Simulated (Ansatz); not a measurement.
Data sheet: Sc$_{3}$Al (DFT)

Sc$_{3}$Al:
```xyz
4
Lattice="4.4261 0.0000 0.0000 0.0000 4.4261 0.0000 0.0000 0.0000 4.4261" Properties=species:S:1:pos:R:3 pbc="T T T"
Sc     2.2130     0.0000     2.2130
Sc     0.0000     2.2130     2.2130
Sc     2.2130     2.2130     0.0000
Al     0.0000     0.0000     0.0000
```

Space group Pm-3m (No. 221), Cu3Au type; conventional cell a = b = c = 4.426 Å, α = β = γ = 90.00°.

Method: r²SCAN in the plane-wave PAW code Ansatz. Structure relaxed to zero pressure with the same functional. Other levels are named where they apply.

**Cell and energy**

```yaml
volume_per_atom: 21.68 Å³
density: 3.10 g/cm³
Formation energy from the elements (no fitted shifts): -0.27 eV/atom
```

**Electronic structure**

```yaml
electronic_character: metallic (no gap)
Density of states at the Fermi level: 1.3 states/eV per atom (mean over ±0.08 eV)
```

**Mechanics**

```yaml
Bulk modulus (Birch–Murnaghan fit): 65.2 GPa
Pressure derivative B′: 3.7
Elastic constants (relaxed ions, GPa): C11 = 106, C12 = 45.4, C44 = 55.8
mechanical_stability: stable (all eigenvalues of C positive)
hill_bulk_and_shear_moduli: 65.7 and 43.7 GPa
Young's modulus: 107 GPa
Poisson's ratio: 0.23
debye_temperature_from_the_elastic_constants: 444 K
```

**Phonons**

```yaml
highest_zone_centre_frequency: 255 cm⁻¹
zone_centre_stability: no imaginary mode at Γ
```

The workflow started from a Materials Project entry (that database holds measured and hypothetical structures alike); the Crystallography Open Database copy checked does not list it. Its standing as an ambient phase is unchecked. The r²SCAN relaxation kept the symmetry of its start. No spin polarisation was allowed. As this level gives no gap, shear constants depend on the k-mesh and smearing (Fermi–Dirac, 0.1 eV here). As this level gives no gap, phonon frequencies hold no LO–TO term and depend on the k-mesh and smearing (Fermi–Dirac, 0.1 eV here). The references are the lowest solids computed at this level, not always the standard phases.

Potentials: the later of the program's two PAW sets.
